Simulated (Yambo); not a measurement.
BeTe (wurtzite, space group P6_3mc, No. 186), G0W0@PBEsol in Yambo with this input:

```
rim_cut
gw0
dyson
el_el_corr
HF_and_locXC
ppa
em1d
RandQpts= 1000000
RandGvec= 1 Ry
EXXRLvcs= 88 Ry
VXCRLvcs= 352 Ry
Chimod= "HARTREE"
% BndsRnXp
 5 | 344 |
%
NGsBlkXp= 8 Ry
% LongDrXp
 1.0 | 1.0 | 1.0 |
%
PPAPntXp= 27.2114 eV
% GbndRnge
 1 | 344 |
%
GTermKind= "BG"
DysSolver= "n"
ExtendOut
```

On a 3×3×2 mesh, with wavefunctions cut at 88 Ry, the gap (Γ → K) is 3.233 eV and the valence edge shifts by -1.164 eV.

Problem. What happens with this change: pole fitted at 15 eV?

Solution. The gap falls by 0.042 eV, to 3.191 eV; the shift of the valence edge becomes -1.054 eV. Neither run is shown to be the converged limit.

The standard potential for Te keeps a d shell in the valence without the s and p states of that shell. In tests on such compounds this moved G0W0 gaps by up to about 0.9 eV, so absolute quasiparticle energies here are unreliable; differences between settings are what counts.

Spin-orbit coupling is included.

Geometry relaxed with PBEsol; primitive cell a = b = 3.9508 Å, c = 6.5177 Å, α = β = 90.00°, γ = 120.00°.

This is not the ordinary phase of the substance; no match was found in the copy of COD used, and its stability was not checked.

A shift is the quasiparticle energy of the state minus its PBEsol energy.
